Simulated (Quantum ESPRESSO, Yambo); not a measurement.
CdI2 (CdI2 type, space group P-3m1, No. 164): one geometry, one set of PBEsol (pw.x of Quantum ESPRESSO, ONCV potentials, with spin-orbit coupling) orbitals, self-energies from Yambo (3×3×2 Γ-centred k mesh, bands 9 to 244 and a 6 Ry block in the screening, 244 bands in G with the Bruneval-Gonze terminator, plasmon pole fitted at 27.2 eV).

| level | gap A → Γ (eV) | direct gap at Γ (eV) |
|---|---|---|
| PBEsol (Quantum ESPRESSO) | 1.99 | 2.15 |
| exchange only (Hartree-Fock self-energy on PBEsol orbitals) | ___ | ___ |
| static COHSEX@PBEsol | ___ | ___ |
| G0W0@PBEsol, plasmon pole | 3.26 | 3.40 |

Problem. Complete the blanks.

Solution. 
- exchange only (Hartree-Fock self-energy on PBEsol orbitals), gap A → Γ (eV): 8.65
- exchange only (Hartree-Fock self-energy on PBEsol orbitals), direct gap at Γ (eV): 8.68
- static COHSEX@PBEsol, gap A → Γ (eV): 3.75
- static COHSEX@PBEsol, direct gap at Γ (eV): 3.94

Bare exchange has no screening and gives the widest gap; static COHSEX screens it but leaves out the frequency dependence, which G0W0 restores. The mesh misses a band edge: along a dense path the PBEsol gap is 1.93 eV against 1.99 eV on the mesh.

Nearest settings tried, and what they do to the gap: 96 bands in W, 96 bands in G: +118 meV; 5 Ry block (147 vectors against 197): -18 meV. Not varied: mesh. So the settings aren't converged at that level. The k mesh is coarse.

Geometry relaxed with PBE+D3(BJ); primitive cell a = 4.2421 Å, b = 4.2421 Å, c = 6.8172 Å, α = 90.00°, β = 90.00°, γ = 120.00°.
